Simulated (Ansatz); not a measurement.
Be:
```xyz
2
Lattice="0.0000 2.4495 2.4495 2.4495 0.0000 2.4495 2.4495 2.4495 0.0000" Properties=species:S:1:pos:R:3 pbc="T T T"
Be     0.0000     0.0000     0.0000
Be     1.2248     1.2248     1.2248
```

Relaxed with PBE. Special points in fractions of this cell's reciprocal vectors: Γ (0.000, 0.000, 0.000); X (0.500, 0.000, 0.500); U (0.625, 0.250, 0.625); K (0.375, 0.375, 0.750); L (0.500, 0.500, 0.500); W (0.500, 0.250, 0.750).

**Question.** List the band energies nearest the Fermi level at these points for PBE in the plane-wave PAW code Ansatz.

**Answer.** In eV from the Fermi level; about four levels below and three above (degenerate sets whole), none deeper than 8.9 eV; … stands for higher levels left out; points with the same levels are listed once.

```
k                    below           above
-  -----------------------  --------------
Γ                    -7.28  4.76 4.76 4.76
X              -2.39 -2.39     0.74 0.74 …
U        -2.14 -1.84 -1.44     1.33 6.68 …
L              -3.67 -3.48     3.03 3.03 …
W  -1.63 -1.63 -0.82 -0.82               …
```

Space group Fd-3m (diamond). The start of the workflow was typed in or built on a structure type; neither database checked (COD, Materials Project) lists it. It is not the phase usual at ambient conditions (space group No. 194). Symmetry was held in the PBE relaxation; its stability against distortions is not shown here.

Potentials: the earlier of the program's two PAW sets.
